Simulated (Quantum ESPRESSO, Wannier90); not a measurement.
## Tight-binding from DFT: TiS (P-6m2)

```
begin unit_cell_cart
ang
    3.2671699054    0.0000000000    0.0000000000
   -1.6335849527    2.8294521366    0.0000000000
    0.0000000000    0.0000000000    3.2170600000
end unit_cell_cart
begin atoms_frac
Ti  -0.3333333333  0.3333333333  0.0000000000
S    0.0000000000  0.0000000000  0.5000000000
end atoms_frac
```

Materials Project entry mp-1018028; symmetrised, unrelaxed at this level. Not found in the COD (Crystallography Open Database) copy used, which has the formula in other groups; not checked further. Computed values, not measurements, from PBEsol: Quantum ESPRESSO (norm-conserving PseudoDojo potentials, cutoff 68 Ry, no spin polarisation, no spin-orbit coupling) on a Γ-centred 12×12×10 mesh, then Wannier90. Density: 12×12×10 mesh, cold smearing 0.01 Ry. A non-magnetic state is assumed, with no Hubbard U on the 3d ions.

Bands 6-8 form an isolated set from -7.91 to -2.59 eV relative to the Fermi level (on the path) and are turned into 3 Wannier functions by minimising the spread from the start: atomic waves S 3p.

Task: Where do the functions sit, how wide are they and what are they made of?

Result: 
```json
[
 {"functions": "1", "spread (Å²)": "2.50", "nearest atom, distance (Å)": "S 0.00", "second atom, distance (Å)": "Ti 2.48", "weight on atomic waves": "S 3p 72 %, Ti 3d 21 %, Ti 4s 4 %"},
 {"functions": "2", "spread (Å²)": "2.53", "nearest atom, distance (Å)": "S 0.10", "second atom, distance (Å)": "Ti 2.43", "weight on atomic waves": "S 3p 74 %, Ti 3d 20 %"}
]
```

Ω_I = 7.38 Å², Ω_total = 7.56 Å²; the interpolated bands follow pw.x to 7.4 meV rms on the path. Only this start was tried; a symmetric start can stop on a saddle, and mixtures of these functions could lower the total by at most Ω_total − Ω_I.
